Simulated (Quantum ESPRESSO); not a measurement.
NbHf2O5F3, one run as intended and one with a planted mistake

Simulated, not a measurement. The program is pw.x of Quantum ESPRESSO 7.5 (plane-wave density functional theory). The cell is made up: 11 atoms on a rutile lattice with one site empty, with randomly drawn elements, strain and displacements, not relaxed. PseudoDojo standard norm-conserving files (v0.5 for PBE, v0.4.1 for LDA and PBEsol) set the functional; there is no spin polarisation, spin-orbit coupling or dispersion term, and the masses in the input are unused placeholders.

The hafnium pseudopotential is less sure than the others, with forces about 3 percent (worst 6) and pressure in oxides about 1.5 GPa (worst 2.7) from a second method in checks, which no rerun with the same files tests.

Intended input:

```
&control calculation='scf', pseudo_dir='./dojo.nc.sr.pbe.v0_5.standard.upf', outdir='./o', disk_io='medium', tprnfor=.true., tstress=.true. /
&system ibrav=0, nat=11, ntyp=4, nbnd=50, ecutwfc=84.00895049, nosym=.true., tot_charge=0,
 occupations='smearing', smearing='fd', degauss=0.0018374661
/
&electrons conv_thr=7.350e-09, electron_maxstep=60, /
ATOMIC_SPECIES
F 1.0 F.upf
Hf 1.0 Hf.upf
Nb 1.0 Nb.upf
O 1.0 O.upf
CELL_PARAMETERS angstrom
4.7866 0.0 0.0
0.0 4.7866 0.0
0.0 0.0 6.3297
ATOMIC_POSITIONS angstrom
Nb 0.0172 0.0394 0.0012
Hf 2.3668 2.4623 1.5891
Hf 0.0096 -0.006 3.1237
O 1.5258 1.4634 0.0135
O 3.2696 3.3591 -0.0422
O 3.8511 1.008 1.5658
F 0.9549 3.9468 1.5332
F 1.4461 1.3407 3.2193
F 3.3388 3.3015 3.139
O 3.8466 0.9073 4.7693
O 0.9199 3.849 4.7576
K_POINTS automatic
5 5 4 1 1 1
```

The log is shortened where brackets say so; the opening notice, blank lines, dates and the lines on written files are dropped, and the path of the files is cut. It prints rydbergs, bohrs and kilobars, and counts compression as positive stress. Where no state is partly filled, the Fermi energy that it prints is only some level between the filled and the empty states on the mesh, and need not lie in the true gap.

Log of the intended run:

```
     Program PWSCF v.7.5
     Parallel version (MPI & OpenMP), running on       1 processor cores
     Number of MPI processes:                 1
     Threads/MPI process:                     1
     [start-up lines left out]
     bravais-lattice index     =            0
     lattice parameter (alat)  =       9.0454  a.u.
     unit-cell volume          =     978.6649 (a.u.)^3
     number of atoms/cell      =           11
     number of atomic types    =            4
     number of electrons       =        88.00
     number of Kohn-Sham states=           50
     kinetic-energy cutoff     =      84.0090  Ry
     charge density cutoff     =     336.0358  Ry
     scf convergence threshold =      7.3E-09
     mixing beta               =       0.7000
     number of iterations used =            8  plain     mixing
     Exchange-correlation= PBE
                           (   1   4   3   4   0   0   0)
     [axes and pseudopotential details left out]
   Cartesian axes
     site n.     atom                  positions (alat units)
         1        Nb     tau(   1) = (   0.0035934   0.0082313   0.0002507  )
         2        Hf     tau(   2) = (   0.4944637   0.5144152   0.3319893  )
         3        Hf     tau(   3) = (   0.0020056  -0.0012535   0.6525927  )
         4        O      tau(   4) = (   0.3187649   0.3057285   0.0028204  )
         5        O      tau(   5) = (   0.6830736   0.7017716  -0.0088163  )
         6        O      tau(   6) = (   0.8045586   0.2105879   0.3271215  )
         7        F      tau(   7) = (   0.1994944   0.8245519   0.3203109  )
         8        F      tau(   8) = (   0.3021142   0.2800944   0.6725651  )
         9        F      tau(   9) = (   0.6975306   0.6897380   0.6557891  )
        10        O      tau(  10) = (   0.8036184   0.1895500   0.9963857  )
        11        O      tau(  11) = (   0.1921823   0.8041198   0.9939414  )
     number of k points=    50  Fermi-Dirac smearing, width (Ry)=  0.0018
                       cart. coord. in units 2pi/alat
        k(    1) = (   0.1000000   0.1000000   0.0945266), wk =   0.0400000
        k(    2) = (   0.1000000   0.1000000   0.2835798), wk =   0.0400000
     [further k points left out]
     Dense  grid:   101813 G-vectors     FFT dimensions: (  54,  54,  72)
     Estimated max dynamical RAM per process >     165.46 MB
     Initial potential from superposition of free atoms
     starting charge      87.9939, renormalised to      88.0000
     Starting wfcs are   62 randomized atomic wfcs
     total cpu time spent up to now is       30.3 secs
     per-process dynamical memory:    98.0 Mb
     Self-consistent Calculation
     iteration #  1     ecut=    84.01 Ry     beta= 0.70
     Davidson diagonalization with overlap
     ethr =  1.00E-02,  avg # of iterations =  2.0
     total cpu time spent up to now is       86.0 secs
     total energy              =    -661.45476499 Ry
     estimated scf accuracy    <       5.42639051 Ry
     iteration #  2     ecut=    84.01 Ry     beta= 0.70
     Davidson diagonalization with overlap
     ethr =  6.17E-03,  avg # of iterations =  6.5
     total cpu time spent up to now is      177.0 secs
     total energy              =    -655.47840067 Ry
     estimated scf accuracy    <      62.08922894 Ry
     [iterations 3 to 15 left out]
     iteration # 16     ecut=    84.01 Ry     beta= 0.70
     Davidson diagonalization with overlap
     ethr =  1.81E-10,  avg # of iterations =  2.2
     total cpu time spent up to now is     1066.5 secs
     total energy              =    -664.45563984 Ry
     estimated scf accuracy    <       0.00000001 Ry
     iteration # 17     ecut=    84.01 Ry     beta= 0.70
     Davidson diagonalization with overlap
     ethr =  1.18E-11,  avg # of iterations =  5.1
     total cpu time spent up to now is     1133.9 secs
     End of self-consistent calculation
     [lines on levels left out]
     the Fermi energy is     9.0290 ev
!    total energy              =    -664.45563984 Ry
     estimated scf accuracy    <          3.6E-09 Ry
     smearing contrib. (-TS)   =      -0.00000000 Ry
     internal energy E=F+TS    =    -664.45563984 Ry
     The total energy is F=E-TS. E is the sum of the following terms:
     one-electron contribution =    -238.11332437 Ry
     hartree contribution      =     161.48211402 Ry
     xc contribution           =    -157.90981808 Ry
     ewald contribution        =    -429.91461141 Ry
     convergence has been achieved in  17 iterations
     Forces acting on atoms (cartesian axes, Ry/au):
     atom    1 type  3   force =    -0.09176055    0.08042622   -0.43796309
     atom    2 type  2   force =     0.08899368   -0.11411976   -0.23498211
     atom    3 type  2   force =    -0.09131471    0.05037868    0.34601834
     atom    4 type  4   force =    -0.08271963   -0.05747049    0.11767759
     atom    5 type  4   force =     0.05920917    0.05258877    0.15226181
     atom    6 type  4   force =     0.00974024   -0.01269855    0.03176009
     atom    7 type  1   force =     0.04202848   -0.05031628    0.04099450
     atom    8 type  1   force =     0.02620773    0.03368436   -0.03833441
     atom    9 type  1   force =     0.01711168    0.02084215    0.00616315
     atom   10 type  4   force =     0.07845995   -0.05958173    0.01114992
     atom   11 type  4   force =    -0.05595604    0.05626663    0.00525420
     Total force =     0.703113     Total SCF correction =     0.000166
     Computing stress (Cartesian axis) and pressure
          total   stress  (Ry/bohr**3)                   (kbar)     P=      -12.70
   0.00023129  -0.00038253   0.00013924           34.02      -56.27       20.48
  -0.00038253   0.00027175  -0.00002071          -56.27       39.98       -3.05
   0.00013924  -0.00002071  -0.00076205           20.48       -3.05     -112.10
     init_run     :     26.80s CPU     30.11s WALL (       1 calls)
     electrons    :   1045.01s CPU   1103.70s WALL (       1 calls)
     forces       :     11.13s CPU     11.25s WALL (       1 calls)
     stress       :     40.76s CPU     42.39s WALL (       1 calls)
     [timing details left out]
     PWSCF        :  18m44.03s CPU  19m50.15s WALL
     JOB DONE.
```

A second run has one planted mistake: the self-consistency threshold is too loose. The input lines that differ, file-writing options aside:

```
- &electrons conv_thr=7.350e-09, electron_maxstep=60, /
+ &electrons conv_thr=1.470e-02, electron_maxstep=60, /
```

Its log:

```
     Program PWSCF v.7.5
     Parallel version (MPI & OpenMP), running on       4 processor cores
     Number of MPI processes:                 4
     Threads/MPI process:                     1
     [start-up lines left out]
     bravais-lattice index     =            0
     lattice parameter (alat)  =       9.0454  a.u.
     unit-cell volume          =     978.6649 (a.u.)^3
     number of atoms/cell      =           11
     number of atomic types    =            4
     number of electrons       =        88.00
     number of Kohn-Sham states=           50
     kinetic-energy cutoff     =      84.0090  Ry
     charge density cutoff     =     336.0358  Ry
     scf convergence threshold =      1.5E-02
     mixing beta               =       0.7000
     number of iterations used =            8  plain     mixing
     Exchange-correlation= PBE
                           (   1   4   3   4   0   0   0)
     [axes and pseudopotential details left out]
   Cartesian axes
     site n.     atom                  positions (alat units)
         1        Nb     tau(   1) = (   0.0035934   0.0082313   0.0002507  )
         2        Hf     tau(   2) = (   0.4944637   0.5144152   0.3319893  )
         3        Hf     tau(   3) = (   0.0020056  -0.0012535   0.6525927  )
         4        O      tau(   4) = (   0.3187649   0.3057285   0.0028204  )
         5        O      tau(   5) = (   0.6830736   0.7017716  -0.0088163  )
         6        O      tau(   6) = (   0.8045586   0.2105879   0.3271215  )
         7        F      tau(   7) = (   0.1994944   0.8245519   0.3203109  )
         8        F      tau(   8) = (   0.3021142   0.2800944   0.6725651  )
         9        F      tau(   9) = (   0.6975306   0.6897380   0.6557891  )
        10        O      tau(  10) = (   0.8036184   0.1895500   0.9963857  )
        11        O      tau(  11) = (   0.1921823   0.8041198   0.9939414  )
     number of k points=    50  Fermi-Dirac smearing, width (Ry)=  0.0018
                       cart. coord. in units 2pi/alat
        k(    1) = (   0.1000000   0.1000000   0.0945266), wk =   0.0400000
        k(    2) = (   0.1000000   0.1000000   0.2835798), wk =   0.0400000
     [further k points left out]
     Dense  grid:   101813 G-vectors     FFT dimensions: (  54,  54,  72)
     Estimated max dynamical RAM per process >     291.67 MB
     Estimated total dynamical RAM >       1.07 GB
     Initial potential from superposition of free atoms
     starting charge      87.9939, renormalised to      88.0000
     Starting wfcs are   62 randomized atomic wfcs
     total cpu time spent up to now is        3.4 secs
     per-process dynamical memory:   226.1 Mb
     Self-consistent Calculation
     iteration #  1     ecut=    84.01 Ry     beta= 0.70
     Davidson diagonalization with overlap
     ethr =  1.00E-02,  avg # of iterations =  2.0
     total cpu time spent up to now is        8.6 secs
     total energy              =    -661.45489641 Ry
     estimated scf accuracy    <       5.42635517 Ry
     iteration #  2     ecut=    84.01 Ry     beta= 0.70
     Davidson diagonalization with overlap
     ethr =  6.17E-03,  avg # of iterations =  6.6
     total cpu time spent up to now is       17.2 secs
     total energy              =    -655.48306705 Ry
     estimated scf accuracy    <      62.06107651 Ry
     [iterations 3 to 5 left out]
     iteration #  6     ecut=    84.01 Ry     beta= 0.70
     Davidson diagonalization with overlap
     ethr =  4.93E-04,  avg # of iterations =  1.7
     total cpu time spent up to now is       40.6 secs
     total energy              =    -664.42539081 Ry
     estimated scf accuracy    <       0.14039464 Ry
     iteration #  7     ecut=    84.01 Ry     beta= 0.70
     Davidson diagonalization with overlap
     ethr =  1.60E-04,  avg # of iterations =  8.3
     total cpu time spent up to now is       47.4 secs
     End of self-consistent calculation
     [lines on levels left out]
     the Fermi energy is     8.2238 ev
!    total energy              =    -664.44784315 Ry
     estimated scf accuracy    <       0.01032307 Ry
     smearing contrib. (-TS)   =      -0.00000000 Ry
     internal energy E=F+TS    =    -664.44784315 Ry
     The total energy is F=E-TS. E is the sum of the following terms:
     one-electron contribution =    -237.92940359 Ry
     hartree contribution      =     161.20102262 Ry
     xc contribution           =    -157.80485077 Ry
     ewald contribution        =    -429.91461141 Ry
     convergence has been achieved in   7 iterations
     Forces acting on atoms (cartesian axes, Ry/au):
     atom    1 type  3   force =    -0.09452042    0.08370822   -0.45199493
     atom    2 type  2   force =     0.09049702   -0.11590379   -0.23566586
     atom    3 type  2   force =    -0.09071410    0.04991468    0.34662659
     atom    4 type  4   force =    -0.08304692   -0.05710915    0.10928937
     atom    5 type  4   force =     0.05807301    0.05262522    0.14516082
     atom    6 type  4   force =     0.00639520   -0.01046414    0.02447216
     atom    7 type  1   force =     0.04758106   -0.05248816    0.03330603
     atom    8 type  1   force =     0.03055264    0.03599395   -0.02446703
     atom    9 type  1   force =     0.01398471    0.01675359    0.01963512
     atom   10 type  4   force =     0.07358016   -0.05462793    0.02317982
     atom   11 type  4   force =    -0.05238236    0.05159752    0.01045791
     Total force =     0.708948     Total SCF correction =     0.203459
     SCF correction compared to forces is large: reduce conv_thr to get better values
     Computing stress (Cartesian axis) and pressure
          total   stress  (Ry/bohr**3)                   (kbar)     P=      -49.10
  -0.00000993  -0.00042150   0.00012367           -1.46      -62.00       18.19
  -0.00042150   0.00002215   0.00000227          -62.00        3.26        0.33
   0.00012367   0.00000227  -0.00101346           18.19        0.33     -149.08
     init_run     :      3.21s CPU      3.31s WALL (       1 calls)
     electrons    :     43.86s CPU     44.04s WALL (       1 calls)
     forces       :      1.26s CPU      1.27s WALL (       1 calls)
     stress       :      4.26s CPU      4.36s WALL (       1 calls)
     [timing details left out]
     PWSCF        :     52.70s CPU     53.14s WALL
     JOB DONE.
```

|  | intended run | run with the mistake |
| --- | --- | --- |
| free energy (eV) | -9040.380 | -9040.273 |
| smearing term -TS (eV) | 0.0000 | 0.0000 |
| pressure (GPa) | -1.27 | -4.91 |
| largest force component (eV/Å) | 11.260 | 11.621 |
| largest change of a force component (eV/Å) |  | 0.361 |
| iterations | 17 | 7 |

For scale, a rerun of the intended cell at 1467 eV and a 7 x 7 x 6 mesh moved values by no more than 0.004 eV in energy, 0.03 GPa in stress and 0.002 eV/Å in force.